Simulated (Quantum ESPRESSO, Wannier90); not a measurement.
## Wannier functions of CsSnBr₃ (cubic perovskite)

Cell from Materials Project (mp-27214), symmetrised, no further relaxation. Not found in the COD (Crystallography Open Database) copy used; not checked further. Computed values, not measurements, from LDA: Quantum ESPRESSO (norm-conserving PseudoDojo potentials, cutoff 58 Ry, no spin polarisation, no spin-orbit coupling) on a Γ-centred 6×6×6 mesh, then Wannier90. Density: 6×6×6 mesh, Gaussian smearing 0.01 Ry. Spin-orbit coupling is left out although heavy elements are present.

```
begin unit_cell_cart
ang
    5.8390100000    0.0000000000    0.0000000000
    0.0000000000    5.8390100000    0.0000000000
    0.0000000000    0.0000000000    5.8390100000
end unit_cell_cart
mp_grid = 6 6 6
```

Q: Which shells of neighbouring k-points and which b-vectors and weights does Wannier90 pick for this cell and mesh?

A: 
```
 *---------------------------------- K-MESH ----------------------------------*
 +----------------------------------------------------------------------------+
 |                    Distance to Nearest-Neighbour Shells                    |
 |                    ------------------------------------                    |
 |          Shell             Distance (Ang^-1)          Multiplicity         |
 |          -----             -----------------          ------------         |
 |             1                   0.179345                      6            |
 |             2                   0.253632                     12            |
 |             3                   0.310635                      8            |
 |             4                   0.358690                      6            |
 |             5                   0.401028                     24            |
 |             6                   0.439304                     24            |
 |             7                   0.507264                     12            |
 |             8                   0.538035                     30            |
       ... (lines left out)
 +----------------------------------------------------------------------------+
 | The b-vectors are chosen automatically                                     |
 | The following shells are used:                       1                     |
 +----------------------------------------------------------------------------+
 |                        Shell   # Nearest-Neighbours                        |
 |                        -----   --------------------                        |
 |                          1               6                                 |
 +----------------------------------------------------------------------------+
 | Completeness relation is fully satisfied [Eq. (B1), PRB 56, 12847 (1997)]  |
 +----------------------------------------------------------------------------+
 |                  b_k Vectors (Ang^-1) and Weights (Ang^2)                  |
 |                  ----------------------------------------                  |
 |            No.         b_k(x)      b_k(y)      b_k(z)        w_b           |
 |            ---        --------------------------------     --------        |
 |             1         0.000000    0.000000    0.179345    15.545017        |
 |             2         0.000000    0.179345    0.000000    15.545017        |
 |             3         0.179345    0.000000    0.000000    15.545017        |
 |             4         0.000000    0.000000   -0.179345    15.545017        |
 |             5         0.000000   -0.179345    0.000000    15.545017        |
 |             6        -0.179345    0.000000    0.000000    15.545017        |
```
